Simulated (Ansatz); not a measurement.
W (bcc, W type)

```xyz
2
Lattice="-3.1698 3.1698 3.1698 1.5849 -1.5849 1.5849 1.5849 1.5849 -1.5849" Properties=species:S:1:pos:R:3 pbc="T T T"
W      0.0000     0.0000     0.0000
W     -1.5849     1.5849     1.5849
```

In this cell atom 2 (W, nearest neighbour W at 2.745 Å; its periodic images, 2.7 Å or more away, move with it) is moved by s along Cartesian x, unit vector (1.000, 0.000, 0.000); all other atoms and the cell stay fixed.

Computed with r2SCAN (plane waves to 500 eV, PAW, scalar-relativistic; Ansatz, a program for electronic structure). k mesh 17×17×17 (Γ-centred), Fermi-Dirac smearing 0.05 eV. Energies are smeared free energies. With partly filled bands, energies and forces of such displacements shift with the k mesh and the smearing. On this mesh the relaxed cell isn't quite at rest: it carries a pressure of -0.1 GPa (compression positive) at the zero of the scan. Spin-orbit coupling is left out, though W is heavy. The PAW data are Ansatz's earlier set. W is run without spin polarisation. W was relaxed with its symmetry unable to fall. ΔE is measured from the undisplaced structure. The last digit holds for this mesh only.

```
s (Å)   ΔE (meV/cell)
------  -------------
-0.270          242.7
-0.216          150.1
-0.162           81.6
-0.108           35.1
-0.054            8.6
0.000             0.0
0.054             8.6
0.108            35.1
0.162            81.6
0.216           150.1
0.270           242.7
```

Problem. What force constant k = d²E/ds² at s = 0 does the table give?

Solution. 5.8 eV/Å². It is the second difference of the nearest points, corrected with the next pair.

Problem. With k = 5.89 eV/Å² from the forces, is the well harmonic out to s = 0.270 Å?

Solution. ½ks² = 215 meV/cell against the computed 243 meV/cell, so the well is stiffer than harmonic there.

(For displaced atoms, the force is minus the slope of the energy, and its curvature is a force constant, which sets phonon frequencies.)
